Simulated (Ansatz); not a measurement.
# Computed properties of NbAgO3

NbAgO₃:
```xyz
5
Lattice="3.9499 0.0000 0.0000 0.0000 3.9499 0.0000 0.0000 0.0000 3.9499" Properties=species:S:1:pos:R:3 pbc="T T T"
Nb     0.0000     0.0000     0.0000
Ag     1.9749     1.9749     1.9749
O      1.9749     0.0000     0.0000
O      0.0000     1.9749     0.0000
O      0.0000     0.0000     1.9749
```

Space group Pm-3m (No. 221), cubic perovskite; conventional cell a = b = c = 3.9499 Å, α = β = γ = 90.00°.

Method: the program Ansatz at the PBEsol level (PAW). Structure relaxed to zero pressure with the same functional. Other levels are named where they apply.

### Cell and energy

- Volume per atom = 12.32 Å³
- Density = 6.70 g/cm³
- Formation energy from the elements (no fitted shifts) = -1.80 eV/atom

### Electronic structure

- Band gap: 1.40 eV (indirect)
- Valence-band maximum: at M
- Conduction-band minimum: at X (3 equivalent valleys)
- Smallest direct gap on the standard path: 1.58 eV
- Electron effective mass: 0.26, 0.26, 5.2 mₑ (principal values)
- Electron effective mass with spin–orbit coupling: 0.26, 0.26, 5.1 mₑ (principal values)
- HSE06 gap on the PBEsol cell: 2.72 eV
- Gap with spin–orbit coupling: 1.38 eV

### Mechanics

- Bulk modulus (Birch–Murnaghan fit): 2090 kbar
- Pressure derivative B′: 4.5
- Elastic constants (relaxed ions, GPa): C11 = 416, C12 = 105, C44 = 52.8
- Mechanical stability: stable (all eigenvalues of C positive)
- Hill bulk and shear moduli: 209 and 82.7 GPa
- Young's modulus: 219 GPa
- Poisson's ratio: 0.33
- Debye temperature from the elastic constants: 507 K

### Dielectric response

Electronic dielectric constant ε∞ (DFPT): 7.89
Born charges (a third of the trace): Nb +9.77, Ag +1.58, O -3.79 e

### Phonons

* **Highest zone-centre frequency (without LO–TO term)**: 500 cm⁻¹
* **Zone-centre stability**: unstable, softest mode 180i cm⁻¹
* **Dynamical stability on the path**: unstable, down to 184i cm⁻¹

The first step of the workflow began from a Materials Project structure, measured or hypothetical; the Crystallography Open Database copy checked does not list it. COD files the formula under space group No. 57. Its standing as an ambient phase is unchecked. The PBEsol relaxation kept the symmetry of its start. The run is not spin-polarised. The references are the lowest solids computed at this level, not always the standard phases (solids in place of the gases). Scalar-relativistic: spin–orbit coupling is off unless named, which matters more the heavier the elements.

Potentials: the later of the program's two PAW sets.
